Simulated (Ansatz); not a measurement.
ZrO$_{2}$ (tetragonal-ZrO2 type, space group P4_2/nmc)

```xyz
6
Lattice="3.5845 0.0000 0.0000 0.0000 3.5845 0.0000 0.0000 0.0000 5.1772" Properties=species:S:1:pos:R:3 pbc="T T T"
Zr     0.0000     0.0000     0.0000
Zr     1.7922     1.7922     2.5886
O      0.0000     1.7922     1.0431
O      0.0000     1.7922     3.6317
O      1.7922     0.0000     1.5455
O      1.7922     0.0000     4.1341
```

E(V) scan at fixed shape, V₀ the volume above. The atoms relax within the cell's symmetry.

Calculation: PBEsol (plane waves to 420 eV, PAW, scalar-relativistic; Ansatz, an electronic-structure program). k mesh 10×10×7 (Γ-centred), Fermi-Dirac smearing 0.05 eV. Compression counts positive. This is a high-temperature form of ZrO2. ZrO2 is run without spin polarisation. ZrO2 was relaxed with its symmetry unable to fall.

At one point of the scan the stress tensor (GPa) is:

```
   29.1      0.0      0.0
    0.0     29.1      0.0
    0.0      0.0     21.6
```

**Question.** Which point is it?
(A) V/V₀ = 0.900
(B) V/V₀ = 0.950
(C) V/V₀ = 0.925
(D) V/V₀ = 0.975

**Answer.** A, V/V₀ = 0.900

(A scan under strain: stresses follow from slopes of the energy per volume, elastic moduli from its curvatures.)
